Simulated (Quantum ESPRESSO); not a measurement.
Simulation results for Zn$_{4}$Se$_{3}$O (made-up cell)

Computed with Quantum ESPRESSO 7.5. Calculation on a made-up crystal cell, not a measurement: periodic Kohn-Sham density functional theory in plane waves with PseudoDojo standard norm-conserving scalar-relativistic pseudopotentials, each functional with its own files (v0.5 for PBE, v0.4.1 for LDA and PBEsol), no spin polarisation, no spin-orbit coupling, atoms not relaxed, stress positive in tension, energies less a fixed whole-eV offset for each atom's element; levels are Kohn-Sham levels at fractions of this cell's reciprocal vectors, counted from the reference band (half the neutral cell's valence electrons, rounded up) at Gamma; error bars cover cutoff and k-mesh only, not smearing or the files; added strain carries the atoms with the cell, and shear is the tensor component; each bar is the largest change over components, and at least 0.002 eV, 0.002 eV per angstrom or 0.02 GPa; energies are for the whole cell, and the offsets were chosen from early runs and are not element reference energies.

```cif
# cell vector a (Å): 5.5546 0.0413 -0.0320
# cell vector b (Å): 0.0413 5.7406 -0.0301
# cell vector c (Å): -0.0320 -0.0301 5.6093
data_Zn4Se3O
_symmetry_space_group_name_H-M 'P 1'
_symmetry_Int_Tables_number 1
_cell_length_a 5.5548
_cell_length_b 5.7408
_cell_length_c 5.6095
_cell_angle_alpha 90.610
_cell_angle_beta 90.659
_cell_angle_gamma 89.160
_cell_volume 178.84
loop_
_atom_site_label
_atom_site_type_symbol
_atom_site_fract_x
_atom_site_fract_y
_atom_site_fract_z
_atom_site_occupancy
Zn1 Zn 0.99974 0.01319 0.99756 1
Zn2 Zn 0.00462 0.48730 0.49055 1
Zn3 Zn 0.49706 0.00794 0.48155 1
Zn4 Zn 0.50939 0.51116 0.99358 1
Se1 Se 0.25249 0.23099 0.25761 1
Se2 Se 0.25681 0.75566 0.74559 1
O1 O 0.73077 0.24318 0.74385 1
Se3 Se 0.75536 0.77183 0.24748 1
_calc_lattice_type 'zincblende/diamond'
_calc_functional 'pbe'
_calc_cutoff 1170  # eV
_calc_fermi_dirac_smearing 0.025  # eV
_calc_scf_tolerance 1e-07  # eV
_calc_electrons_removed 0
_calc_k_mesh '4 x 4 x 4, shifted by half a step'
_calc_stress_yz ?
_calc_stress_zz ?
_calc_stress_xy ?
_calc_stress_xz ?
```

Atoms:
```csv
atoms element,atom site,atom energy offset (eV)
Zn,1,-5687
Zn,2,-5687
Zn,3,-5687
Zn,4,-5687
Se,5,-3300
Se,6,-3300
O,7,-452
Se,8,-3300
```

Question: Zn$_{4}$Se$_{3}$O (made-up cell): stress yz?
Answer: 0.4564 GPa

Question: Estimate the stress zz of Zn$_{4}$Se$_{3}$O (made-up cell).
Answer: 2.295 GPa

Question: Give the missing stress xy for Zn$_{4}$Se$_{3}$O (made-up cell).
Answer: 1.671 GPa

Question: What stress xz does the calculation give for Zn$_{4}$Se$_{3}$O (made-up cell)?
Answer: -0.8625 GPa

Further results for Zn$_{4}$Se$_{3}$O (made-up cell):

* free energy less offsets: -2.827 eV
* smearing term minus ts: 0 eV
* scf iterations: 12
* pressure: -2.28 GPa
* stress xx: 1.457 GPa
* stress yy: 3.088 GPa
* reference band: 67
* error bar energy: 0.002913 eV
* error bar stress: 0.02 GPa
* error bar force: 0.002 eV/Å
* error bar next band up: 0.002 eV
* error bars from: tighter rerun of a related cell

Forces:
```csv
site,x (eV/Å),y (eV/Å),z (eV/Å)
1,-0.9605,0.4198,-1.332
2,-0.8588,-0.09812,0.9527
3,1.386,0.04117,2.234
4,0.6508,-1.14,-0.6036
5,-0.395,1.749,-1.169
6,-0.3839,-0.1334,-0.186
7,0.2829,0.1848,0.1917
8,0.2788,-1.023,-0.08837
```

Levels:
```csv
level k point,next band up (eV)
Gamma,0.7093
"(1/2,1/2,1/2)",1.514
"(0.15,0,0)",1.375
"(0,0.15,0)",1.334
"(0,0,0.15)",1.357
```
